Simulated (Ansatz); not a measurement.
# Sn3Pb2S5 (Cm) at 2 levels of theory

One geometry, relaxed with PBE; plane waves with PAW potentials in Ansatz, scalar-relativistic. No spin polarisation. Gaps are the least over mesh and band path; pressure is positive in compression.

```xyz
10
Lattice="3.6557 -2.0888 0.0105 3.6557 2.0888 0.0105 -2.3813 0.0000 17.0552" Properties=species:S:1:pos:R:3 pbc="T T T"
Sn    0.0986    0.0000    0.0933
Sn    2.5501    0.0000    3.4418
Sn    0.1607    0.0000   10.2955
Pb    5.0704    0.0000    6.8781
Pb    2.6539    0.0000   13.7303
S     5.1732    0.0000    1.8160
S     0.3176    0.0000    5.1335
S     2.7654    0.0000    8.6781
S     5.2132    0.0000   12.0083
S     0.3487    0.0000   15.5321
```

| level | cutoff (eV) | k mesh | gap (eV) | pressure (GPa) |
| --- | --- | --- | --- | --- |
| PBE | 420 | 10×10×2 | 0.15 | 0.0 |

Q: What comes out on the same cell with r2SCAN?

A:
| level | cutoff (eV) | k mesh | gap (eV) | pressure (GPa) |
| --- | --- | --- | --- | --- |
| r2SCAN | 500 | 10×10×2 | 0.21 | -1.0 |

Spin-orbit coupling matters for the bands of heavy elements and is left out.

The cell was found from a structure generator's guess, not taken from experiment.
